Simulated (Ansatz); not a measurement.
**IClF, a known structure type with other elements, at an estimated volume**

```
CELL_PARAMETERS angstrom
4.40132 0.00000 0.00000
0.00000 4.40132 0.00000
0.00000 0.00000 7.75000
ATOMIC_POSITIONS crystal
I 0.00000 0.50000 0.20000
I 0.50000 0.00000 0.80000
F 0.00000 0.00000 0.00000
F 0.50000 0.50000 0.00000
Cl 0.00000 0.50000 0.65000
Cl 0.50000 0.00000 0.35000
```

The numbers come from plane-wave PAW DFT (Ansatz): PBEsol, no spin polarisation, 420 eV, 8×8×5 Γ-centred k points, fermi-dirac occupations (width 0.0237 eV). Nothing was relaxed.

Question: What do density and ELF say about some of the short contacts?

Answer: I–F at 2.69 Å: least valence density 0.21 e/Å³ and ELF 0.15 there. F–F at 3.11 Å: least valence density 0.05 e/Å³ and ELF 0.02 there. Cl–I at 3.32 Å: least valence density 0.12 e/Å³ and ELF 0.17 there. These are pseudo-fields; inside the PAW spheres they differ from the all-electron ones.

Question: Metal or insulator?

Answer: It is a metal, with about 11 states/eV a cell as the mean within 0.25 eV of the Fermi level, mostly I p (60 %), Cl p (22 %) and F p (16 %).

Question: Give the Bader charges.

Answer: Bader charges in e: I +0.86, Cl -0.30, F -0.56. In the mean I gives up most and F takes most.

Question: Is the cell too large or too small?

Answer: The pressure is -6.7 GPa (compression positive), so with the atoms held at these fractions the cell would first shrink. The principal stresses -7.5, -7.5, -5.1 GPa differ, so its shape would change too.

Question: Where is the largest force?

Answer: The largest is on Cl5 (and as large on other atoms): 0.47 eV/Å, components (0.00, 0.00, 0.47). It makes 70° with the line to a nearest neighbour, I2 at 3.32 Å.

Origin: a known structure type with other elements, at an estimated volume, so it need not be a known compound. Caveats: many states at the Fermi level without spin polarisation, so a magnetic state may lie lower.
